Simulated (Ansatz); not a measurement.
Mo$_{3}$Si (A15, Cr3Si type)

```xyz
8
Lattice="4.8845 0.0000 0.0000 0.0000 4.8845 0.0000 0.0000 0.0000 4.8845" Properties=species:S:1:pos:R:3 pbc="T T T"
Si     2.4422     2.4422     2.4422
Si     0.0000     0.0000     0.0000
Mo     0.0000     2.4422     1.2211
Mo     0.0000     2.4422     3.6634
Mo     1.2211     0.0000     2.4422
Mo     3.6634     0.0000     2.4422
Mo     2.4422     1.2211     0.0000
Mo     2.4422     3.6634     0.0000
```

E(V) scan at fixed shape, V₀ the volume above. Symmetry pins the atoms to their sites.

All values below come from r2SCAN (plane waves to 500 eV, PAW, scalar-relativistic; Ansatz, a first-principles code). k mesh 10×10×10 (Γ-centred), Fermi-Dirac smearing 0.05 eV. E stands for the smeared free energy. Mo3Si is run without spin polarisation. Mo3Si was relaxed with its symmetry unable to fall. ΔE is measured from the relaxed starting cell. The last digit holds for this mesh only.

```tsv
V (Å³/atom)	ΔE (meV/atom)
13.110	144.6
13.353	97.3
13.596	60.3
13.838	32.9
14.081	14.2
14.324	3.4
14.567	0.0
14.810	3.3
15.052	12.6
15.295	27.6
15.538	47.7
15.781	72.5
16.024	101.6
```

**Question.** What is the fitted pressure derivative B₀′?

**Answer.** 4.3.

**Question.** What bulk modulus B₀ follows from a third-order Birch-Murnaghan fit?

**Answer.** 264 GPa. Check by three points about V = 14.567 Å³/atom, step 0.486: d²E/dV² ≈ (14 − 2·0 + 13) meV / 0.486² = 0.115 eV/Å⁶, and V·d²E/dV² × 160.2 = 267 GPa.

(Under strain, the slope of the energy per volume gives the stress and its curvature an elastic modulus.)
